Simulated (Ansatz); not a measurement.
A plane-wave DFT run in Ansatz 0.2.0 (scalar-relativistic PAW potentials unless the input names others): input and command.

```yaml
crystal:
  lattice:
    - [6.6857388, 0.0, 0.0]
    - [0.0, 6.6857388, 0.0]
    - [0.0, 0.0, 4.0929186]
  atoms:
    - { symbol: Ge, position: [0.0, 0.0, 0.0] }
    - { symbol: Ge, position: [0.5, 0.5, 0.5] }
    - { symbol: Br, position: [0.2976057, 0.2976057, 0.0] }
    - { symbol: Br, position: [0.7023943, 0.7023943, 0.0] }
    - { symbol: Br, position: [0.2023943, 0.7976057, 0.5] }
    - { symbol: Br, position: [0.7976057, 0.2023943, 0.5] }
kpoints:
  mp_grid: { grid: [4, 4, 8] }
hamiltonian:
  xc: r2scan
  pseudopotentials: { kind: nc }
scf:
  occupations: { method: gaussian, width: 0.02 }
output:
  forces: true
  eigenvalues: true
  stress: true
relax:
  adjacent_minimum: "off"
  f_tol: 0.01
  max_steps: 80
  cell: { stress_tol: 0.05 }
```

```bash
ansatz run input.yaml --threads 1 --pin off --max-ram 2560MiB --backend cpu --events-out ev --progress --plain --runs-dir out
```

Abridged log:
```
Pseudopotentials: kind: nc
Pseudopotential: Ge, nc, valence charge 14, recommended cutoff 1230 eV (normal), Ge.nc.azcp
Pseudopotential: Br, nc, valence charge 7, recommended cutoff 600 eV (normal), Br.nc.azcp
Functional definition: r2SCAN
Crystal: 6 atoms, lattice volume = 182.950 Å³
Basis set: ecut = 1230 eV, 17991 PW (Γ), exchange–correlation on 320×320×192 points (64 copies of the dense FFT grid, shifted against one another)
Bands: 34, of which v1, the nominal top of the filled ones, is band 28 counted from 1 (27 counted from 0)
Symmetry: 16 space group operations
Space group: P42/mnm (ITA 136), of the structure as read, at distance tolerance 5.7e-5 Å
k-points: 30 of 128
Initial density: superposition of atomic densities (chi_scale 0.1, normalization cell, long waves kept (reshape's long-wave potential 0.02 eV rms))
Initial wavefunctions: pseudopotential atomic-orbital guess
Functional: x = r2scan, c = r2scan; τ floored in thin density (d = 2e-4 eV/Å³)
SCF iter   1: F=—  HF=-6758.097151 eV  |F-HF|=—  |Δ(HF+E_count)|=         —  Δρ=3.08e-2  dr2=1.75e0  dr2_τ=2.41e0  ethr=3.09e-3  ⟨swp⟩=1.3  Hψ=7899  notcnv=0
SCF iter   2: F=—  HF=-6757.557363 eV  |F-HF|=—  |Δ(HF+E_count)|=   5.40e-1  Δρ=1.23e-2  dr2=2.56e-1  dr2_τ=1.11e0  ethr=3.09e-3  ⟨swp⟩=4.5  Hψ=2207  notcnv=0
SCF iter   3: F=—  HF=-6757.504681 eV  |F-HF|=—  |Δ(HF+E_count)|=   5.27e-2  Δρ=3.81e-3  dr2=1.52e-2  dr2_τ=1.23e-2  ethr=4.58e-4  ⟨swp⟩=4.0  Hψ=2469  notcnv=0  defer=52
SCF iter   4: F=—  HF=-6757.509665 eV  |F-HF|=—  |Δ(HF+E_count)|=   4.98e-3  Δρ=5.21e-4  dr2=5.46e-4  dr2_τ=3.45e-3  ethr=2.72e-5  ⟨swp⟩=3.6  Hψ=1629  notcnv=0  defer=54
SCF iter   5: F=—  HF=-6757.509878 eV  |F-HF|=—  |Δ(HF+E_count)|=   2.13e-4  Δρ=1.47e-4  dr2=3.53e-5  dr2_τ=1.49e-4  ethr=9.75e-7  ⟨swp⟩=2.0  Hψ=1888  notcnv=0  defer=54
SCF iter   6: F=—  HF=-6757.509967 eV  |F-HF|=—  |Δ(HF+E_count)|=   8.92e-5  Δρ=2.64e-5  dr2=2.15e-6  dr2_τ=1.69e-6  ethr=6.30e-8  ⟨swp⟩=3.0  Hψ=1754  notcnv=0  defer=54
SCF iter   7: F=—  HF=-6757.509968 eV  |F-HF|=—  |Δ(HF+E_count)|=   5.74e-7  Δρ=7.86e-6  dr2=1.02e-7  dr2_τ=3.70e-7  ethr=3.85e-9  ⟨swp⟩=2.3  Hψ=1577  notcnv=0  defer=54
SCF iter   8: F=-6757.509968 eV  HF=-6757.509968 eV  |F-HF|=1.54e-9  |Δ(HF+E_count)|=   3.65e-8  Δρ=1.34e-6  dr2=5.33e-9  dr2_τ=4.62e-9  ethr=1.79e-10  ⟨swp⟩=14.9  Hψ=5390  notcnv=0
SCF 1 converged in 8 iterations: F = -6757.509968 eV  dr2 = 5.33e-9
relax step   1: F+E_penalty+E_count = -6757.50996771 eV  Δ(F+E_penalty+E_count) = +0.000e0 eV  max|allowed force component| = 1.879e-3 eV/Å  Δτ_max = 0.0000 Å  P = -0.012 GPa  Ω = 182.950 Å³  (8 SCF iters, dr2 threshold 1.00e-7 eV, accepted)
Initial density: handed on by an earlier stage of this run
Initial wavefunctions: pseudopotential atomic-orbital guess (no wavefunctions were taken with the density)
SCF iter   1: F=—  HF=-6757.509971 eV  |F-HF|=—  |Δ(HF+E_count)|=         —  Δρ=1.37e-6  dr2=6.02e-9  dr2_τ=3.37e-9  ethr=4.03e-8  ⟨swp⟩=5.6  Hψ=10463  notcnv=0
SCF iter   2: F=—  HF=-6757.509968 eV  |F-HF|=—  |Δ(HF+E_count)|=   3.13e-6  Δρ=7.48e-7  dr2=1.75e-9  dr2_τ=1.47e-9  ethr=1.07e-11  ⟨swp⟩=4.5  Hψ=2958  notcnv=0
SCF iter   3: F=—  HF=-6757.509968 eV  |F-HF|=—  |Δ(HF+E_count)|=   2.34e-9  Δρ=2.84e-7  dr2=3.68e-10  dr2_τ=9.02e-10  ethr=3.12e-12  ⟨swp⟩=2.5  Hψ=1559  notcnv=0
SCF iter   4: F=-6757.509968 eV  HF=-6757.509968 eV  |F-HF|=7.00e-11  |Δ(HF+E_count)|=   1.01e-9  Δρ=9.27e-8  dr2=1.48e-11  dr2_τ=3.02e-11  ethr=1.00e-12  ⟨swp⟩=7.0  Hψ=5605  notcnv=0
SCF 2 converged in 4 iterations: F = -6757.509968 eV  dr2 = 1.48e-11
SCF converged after 4 iterations
Free energy (F): -6757.509968 eV
Harris-Foulkes:  -6757.509968 eV  (|F-HF|=7.00e-11)
Internal energy: -6757.509968 eV  (E = F + TS)
E sigma→0 (E₀):  -6757.509968 eV
Fermi energy:    4.384846 eV
--- Forces (eV/Å), atoms counted from 1 ---
  atom   1  Ge     0.00000000     0.00000000     0.00000000
  atom   2  Ge     0.00000000     0.00000000     0.00000000
  atom   3  Br     0.00188529     0.00188529     0.00000000
  atom   4  Br    -0.00188529    -0.00188529     0.00000000
  atom   5  Br    -0.00188529     0.00188529     0.00000000
  atom   6  Br     0.00188529    -0.00188529     0.00000000
--- Stress (GPa, compression-positive) ---
       -0.027599       0.000000       0.000000
        0.000000      -0.027599       0.000000
        0.000000       0.000000       0.020173
  P = ⅓ Tr σ = -0.0117 GPa (-0.117 kbar)
--- Relaxed structure (1 steps of the walk, 1 accepted, 1 SCFs on fresh bases) ---
  F+E_penalty+E_count = -6757.50996771 eV   max|allowed force component| = 1.885e-3 eV/Å   (the final SCF, on the basis selected at the relaxed cell)
  cell:  # Å, volume = 182.9498 Å³
    - [6.6857388, 0.0, 0.0]
    - [0.0, 6.6857388, 0.0]
    - [0.0, 0.0, 4.0929186]
  atoms:
    - { symbol: Ge, position: [0.0, 0.0, 0.0] }
    - { symbol: Ge, position: [0.49999999, 0.49999999, 0.5] }
    - { symbol: Br, position: [0.2976057, 0.2976057, 0.0] }
    - { symbol: Br, position: [0.7023943, 0.7023943, 0.0] }
    - { symbol: Br, position: [0.20239429, 0.79760569, 0.5] }
    - { symbol: Br, position: [0.79760569, 0.20239429, 0.5] }
```

Apart from outputs and empty bands, the input differs from a reference run on usual settings in hamiltonian.pseudopotentials: not typed → {"kind": "nc"}; basis.ecutwfc: 500 → not typed. The reference, at the same start, ended its own course with a relaxed volume of 30.49 Å³/atom, pressure -0.01 GPa, largest force 0.002 eV/Å, gap on the mesh 1.62 eV. This run converged in 12 SCF iterations over all its steps (reference: 12) with a total energy on another zero, a relaxed volume of 30.49 Å³/atom, pressure -0.01 GPa, largest force 0.003 eV/Å, gap on the mesh 1.62 eV.

It took 4.7 min on 1 thread of Arm Neoverse V1, with other jobs on the host, peak memory 2.1 GiB.